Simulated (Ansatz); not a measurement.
All numbers below come from DFT PBE, scalar-relativistic, plane waves, PAW in Ansatz 0.2.0. The final run on the 10-atom cell used 420 eV, a Γ-centred 10×10×10 mesh, 0.02 eV smearing and no spin polarisation.

Formation energies are uncorrected and count from the elements' standard states at the same level.

Question: Find a candidate tetragonal semiconductor that holds Cd and 2 more elements, with a gap near 2.2 eV, a formation energy near −1.12 eV/atom and a density near 3.14 g/cm³, in a cell of 10 atoms.

Answer: Mg3Cd2S5, space group I-4m2 (No. 119). Around Mg on a site of symmetry 2mm lie 4 S at 2.47–2.48 Å; around Mg on a site of symmetry -4m2 lie 4 S at 2.47 Å; Cd is surrounded by 4 S at 2.56 Å; S on a site of symmetry 2mm has 2 Mg at 2.47 Å and 2 Cd at 2.56 Å; 2 more sites not described.

```
Mg Cd S
1.0
    -2.04999    2.04999   14.40684
     2.04999   -2.04999   14.40684
     2.04999    2.04999  -14.40684
Mg Cd S
3 2 5
Direct
  0.70182 0.70182 0.00000
  0.29818 0.29818 0.00000
  0.50000 0.50000 0.00000
  0.89907 0.89907 0.00000
  0.10093 0.10093 0.00000
  0.34590 0.84590 0.50000
  0.95226 0.45226 0.50000
  0.54774 0.04774 0.50000
  0.15410 0.65410 0.50000
  0.75000 0.25000 0.50000
```

- Volume per atom: 24.22 Å³
- Density: 3.14 g/cm³
- Formation energy: −1.120 eV/atom
- Gap on the 10×10×10 mesh of the 10-atom cell: 2.22 eV

It was reached by relaxing an invented guess, and it needn't be the stable form of this composition. Other answers may fit too; this one was computed.

Kohn–Sham gaps at this level usually fall short of measured ones. The reference form of S is held partly by dispersion forces, which this level lacks. A later test with randomly moved atoms came back to the same energy, though modes that don't fit the test's cell weren't probed.
